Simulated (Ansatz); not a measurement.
The end point of a relaxation of CdS. Space group Fm-3m (No. 225), rock salt type. Computed with r2SCAN (plane waves to 500 eV, PAW, scalar-relativistic; Ansatz, a quantum-chemistry and plane-wave program).

```cif
data_Cd4S4
_chemical_formula_sum 'S4 Cd4'
_space_group_name_H-M_alt 'Fm-3m'
_space_group_IT_number 225
_space_group_name_Hall '-F 4 2 3'
_cell_length_a 5.45327
_cell_length_b 5.45327
_cell_length_c 5.45327
_cell_angle_alpha 90.000
_cell_angle_beta 90.000
_cell_angle_gamma 90.000
loop_
_atom_site_label
_atom_site_type_symbol
_atom_site_symmetry_multiplicity
_atom_site_Wyckoff_symbol
_atom_site_fract_x
_atom_site_fract_y
_atom_site_fract_z
_atom_site_occupancy
S1 S 4 b 0.50000 0.50000 0.50000 1
Cd1 Cd 4 a 0.00000 0.00000 0.00000 1
```
(The calculation used a cell of 2 atoms; values per cell refer to that cell.)

Predict the band gap from r2SCAN.

0.75 eV, indirect (valence top at k = (0, 0.2, -0.2), conduction bottom at k = (0, -0.5, -0.5)) (no spin-orbit coupling).

What is the computed smallest direct gap (r2SCAN)?

2.39 eV at Γ.

No spin polarisation in the result.

The run could not lose the symmetry of its start.

The relaxed structure has the type that CdS is known to take under pressure; here it was relaxed at zero pressure, from a generated start.
